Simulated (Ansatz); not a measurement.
**Mo, first-principles data**

Mo:
```
Mo
1.0
    4.62191     0.00000     0.00000
   -2.31095     4.00269     0.00000
    0.00000     0.00000     2.53446
Mo
3
Direct
  0.00000   0.00000   0.00000
  0.66667   0.33333   0.50000
  0.33333   0.66667   0.50000
```

Space group P6/mmm (No. 191); conventional cell a = b = 4.622 Å, c = 2.534 Å, α = β = 90.00°, γ = 120.00°.

Method: plane-wave PAW PBEsol (Ansatz code). Structure relaxed to zero pressure with the same functional. Other levels are named where they apply.

Cell and energy:

```
Item                  Result
---------------  -----------
Volume per atom     15.63 Å³
Density          10.19 g/cm³
```

Electronic structure:

```
Quantity                                                                   Result
------------------------------------  -------------------------------------------
Electronic character                                            metallic (no gap)
Density of states at the Fermi level  1.4 states/eV per atom (mean over ±0.08 eV)
Gap with spin–orbit coupling                                      none (metallic)
```

Mechanics:

```
Property                                                                                 Value
-------------------------------------  -------------------------------------------------------
Bulk modulus (Birch–Murnaghan fit)                                                     255 GPa
Pressure derivative B′                                                                     4.1
Elastic constants (relaxed ions, GPa)  C11 = 343, C12 = 252, C13 = 140, C33 = 560, C44 = -44.0
Mechanical stability                                    unstable (C has a negative eigenvalue)
```

Phonons:

```
Property                                                  Value
-----------------------------  --------------------------------
Highest zone-centre frequency                         203 cm^-1
Zone-centre stability          unstable, softest mode 204i cm⁻¹
```

The start of the workflow was typed in or built on a structure type; neither database checked (COD, Materials Project) lists it. It is not the phase usual at ambient conditions (space group No. 229). Symmetry was held in the PBEsol relaxation. The run is not spin-polarised. As this level gives no gap, shear constants depend on the k-mesh and smearing (Fermi–Dirac, 0.1 eV here). As this level gives no gap, phonon frequencies hold no LO–TO term and depend on the k-mesh and smearing (Fermi–Dirac, 0.1 eV here). Axis ratios of metals converge slowly with the k-mesh, so a and c are less sure than the volume. Spin–orbit coupling is left out wherever it is not named.

Potentials: the earlier of the program's two PAW sets. The files were generated under PBE; for other functionals the program regenerates the frozen cores, and for LDA and PBEsol the local potential too.
